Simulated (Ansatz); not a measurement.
**BiMo, one cell by several methods**

```
CELL_PARAMETERS angstrom
0.00000 3.15776 3.15776
3.15776 0.00000 3.15776
3.15776 3.15776 0.00000
ATOMIC_POSITIONS crystal
Mo 0.00000 0.00000 0.00000
Bi 0.25000 0.25000 0.25000
```

Atoms are numbered in the order listed.

The structure comes from a relaxation in the same program, started in the zincblende type, and has space group F-43m. Whether it is a known phase or the ground state wasn't checked.

Spin polarisation is left out, and whether a magnetic state lies lower isn't shown here.

No spin–orbit coupling, which matters for the heavy atoms here.

Levels of theory: DFT, PBE, PAW with Ansatz's default frozen-core files, scalar-relativistic (Ansatz 0.2.0); DFT, PBE, all-electron PAW with datasets made for the crystal, scalar-relativistic (Ansatz 0.2.0); DFT, PBE, all-electron LAPW, scalar-relativistic (Ansatz 0.2.0).

For PAW: a Γ-centred 11×11×11 k mesh, Fermi–Dirac smearing of 0.08 eV, cutoff 420 eV, no spin polarisation. The crystal-made all-electron datasets (AE datasets) take a cutoff of 260 eV at this cell. LAPW targets a basis error of 0.5 meV/atom. The Ansatz runs share mesh, smearing and spin set-up. Plane-wave (PAW) pressures include the program's estimate of the Pulay term.

Stress and pressure are positive in compression.

Levels count from the Fermi level.

| quantity | PAW | AE datasets | LAPW |
| --- | --- | --- | --- |
| pressure (GPa) | 0.00 | 0.01 | 0.01 |
| highest filled level at W (eV) | -0.075 | -0.075 | -0.075 |
| lowest empty level at W (eV) | 0.195 | 0.195 | 0.195 |
| highest filled level at Γ (eV) | -0.100 | -0.100 | -0.100 |
| lowest empty level at Γ (eV) | 2.427 | 2.426 | 2.426 |
| highest filled level at K (eV) | -0.052 | -0.052 | -0.052 |
| lowest empty level at K (eV) | 0.440 | 0.440 | 0.440 |

PAW's pressure differs from the LAPW value by about 0.01 GPa or less.
